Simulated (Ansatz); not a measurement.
# Notes on LaMo3Pd2

```xyz
6
Lattice="5.4114 0.0000 0.0000 -2.7057 4.6864 0.0000 0.0000 0.0000 4.2503" Properties=species:S:1:pos:R:3 pbc="T T T"
Mo    2.7057    0.0000    2.1251
Mo    1.3528    2.3432    2.1251
Mo   -1.3528    2.3432    2.1251
La    0.0000    0.0000    0.0000
Pd   -0.0003    3.1244    0.0000
Pd    2.7054    1.5620    0.0000
```

The numbers come from plane-wave PAW DFT (Ansatz): PBE, spin-orbit coupling, 420 eV, 7×7×8 Γ-centred k points, gaussian occupations (width 0.2279 eV). Nothing was relaxed.

The state carries no moments; the state need not be the lowest.

Question: Is there a gap?

Answer: It is a metal, with about 7 states/eV a cell as the mean within 0.25 eV of the Fermi level, mostly Mo d (62 %), La d (14 %) and Pd d (13 %).

Question: What is the formation energy?

Answer: 0.22 eV an atom against the elements' usual phases (free molecules for gases, crystals otherwise, with no correction for O₂ or N₂), so at this geometry it isn't bound against them. Relaxing would lower it.

Question: What does the stress say?

Answer: The pressure is 14.0 GPa (compression positive), so with the atoms held at these fractions the cell would first expand. The principal stresses 6.4, 6.4, 29.3 GPa differ, so its shape would change too.

Question: Give the Bader charges.

Answer: Bader charges in e: La +1.36, Mo +0.12, Pd -0.86. In the mean La gives up most and Pd takes most.

Origin: a known structure type with other elements, at an estimated volume, so it need not be a known compound. Caveats: wide smearing; the SCF threshold is loose for a stress; f levels without a U or exact exchange are poorly placed.

Run time, from a saved density: 5.7 min on 2 threads of Intel(R) Xeon(R) Platinum 8375C CPU @ 2.90GHz (Ice Lake), with other jobs on the host, peak memory 1.6 GiB. The time holds forces, stress, Bader, DOS, bands, ELF.
